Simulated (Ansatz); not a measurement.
Relaxed-ion elastic tensor of TiC (rock salt, Fm-3m) in GPa (Voigt order), the program Ansatz at the r²SCAN level (PAW); density 4.90 g/cm³, 10.14 Å³ per atom.

|  | 1 | 2 | 3 | 4 | 5 | 6 |
|---|---|---|---|---|---|---|
| 1 | 528 | 130 | 130 | 0.0 | 0.0 | 0.0 |
| 2 | 130 | 528 | 130 | 0.0 | 0.0 | 0.0 |
| 3 | 130 | 130 | 528 | 0.0 | 0.0 | 0.0 |
| 4 | 0.0 | 0.0 | 0.0 | 188 | 0.0 | 0.0 |
| 5 | 0.0 | 0.0 | 0.0 | 0.0 | 188 | 0.0 |
| 6 | 0.0 | 0.0 | 0.0 | 0.0 | 0.0 | 188 |

Question: Is the crystal mechanically stable?

Answer: Yes: the smallest eigenvalue of C is 188 GPa.

Question: Work out the Voigt, Reuss and Hill averages.

Answer: K_V = 262, K_R = 262, K_H = 262; G_V = 193, G_R = 193, G_H = 193 GPa.

Question: Give Young's modulus, Poisson's ratio, Pugh's ratio and the universal anisotropy index.

Answer: E = 9KG/(3K + G) = 464 GPa; ν = 0.21; K/G = 1.36 (brittle by the Pugh limit of 1.75); A_U = 5G_V/G_R + K_V/K_R − 6 = 0.00.

Question: Estimate the sound speeds and the Debye temperature.

Answer: v_l = √((K + 4G/3)/ρ) = 10300 m/s, v_t = √(G/ρ) = 6270 m/s, mean 6920 m/s; Θ = (h/k)(3n/4πV)^(1/3) v_m = 953 K.

Question: Give the Zener ratio and Young's modulus along [100], [110] and [111].

Answer: A = 2C44/(C11 − C12) = 0.94; 1/E = S11 − 2(S11 − S12 − S44/2)Γ with Γ = 0, 1/4, 1/3 gives 477, 461, 456 GPa.

Question: Solve the Christoffel equation for the three sound speeds along [100], [110], [111].

Answer: Eigenvalues of C_ijkl n_j n_l equal ρv². In km/s, slowest first: [100] 6.20, 6.20, 10.38; [110] 6.20, 6.38, 10.27; [111] 6.32, 6.32, 10.23.

The r²SCAN relaxation kept the symmetry of its start; of distortions, only those at the zone centre were tested. The run is not spin-polarised. As this level gives no gap, shear constants depend on the k-mesh and smearing (Fermi–Dirac, 0.1 eV here).

Potentials: the earlier of the program's two PAW sets.
